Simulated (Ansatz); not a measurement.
ScGa$_{2}$:
```cif
data_Ga8Sc4
_chemical_formula_sum 'Ga8 Sc4'
_space_group_name_H-M_alt 'Imma'
_space_group_IT_number 74
_space_group_name_Hall '-I 2b 2'
_cell_length_a 4.08611
_cell_length_b 6.59930
_cell_length_c 7.86964
_cell_angle_alpha 90.000
_cell_angle_beta 90.000
_cell_angle_gamma 90.000
loop_
_atom_site_label
_atom_site_type_symbol
_atom_site_symmetry_multiplicity
_atom_site_Wyckoff_symbol
_atom_site_fract_x
_atom_site_fract_y
_atom_site_fract_z
_atom_site_occupancy
Ga1 Ga 8 h 0.00000 0.04639 0.15878 1
Sc1 Sc 4 e 0.00000 0.25000 0.55983 1
```
(The calculation used a cell of 6 atoms; values per cell refer to that cell.)

Relaxed at zero pressure with plane-wave PAW r²SCAN (Ansatz code).

Q: The volume is lowered by 6 % and shape and atoms relax at that volume. What pressure results, and how do the axes share the change?

A: 6.2 GPa; a -1.2 %, b -2.4 %, c -2.5 %; the energy rises by 20 meV/atom.

Q: Give the new structure.

A: 
Space group Imma (No. 74); a = 4.038 Å, b = 6.439 Å, c = 7.672 Å, α = 90.00°, β = 90.00°, γ = 90.00°

```csv
atom,site,symmetry,x,y,z
Ga,8h,m..,0.0000,0.0440,0.1599
Sc,4e,mm2,0.0000,0.2500,0.5549
```

The phase is kept; no other phase was compared at this pressure.

The workflow started from an entry of the Crystallography Open Database (COD). Its standing as an ambient phase is unchecked. Symmetry was held in the r²SCAN relaxation; whether a distortion lowers the energy is not shown. No spin polarisation was allowed. Axis ratios of metals converge slowly with the k-mesh, so a and c are less sure than the volume.

Potentials: the later of the program's two PAW sets.
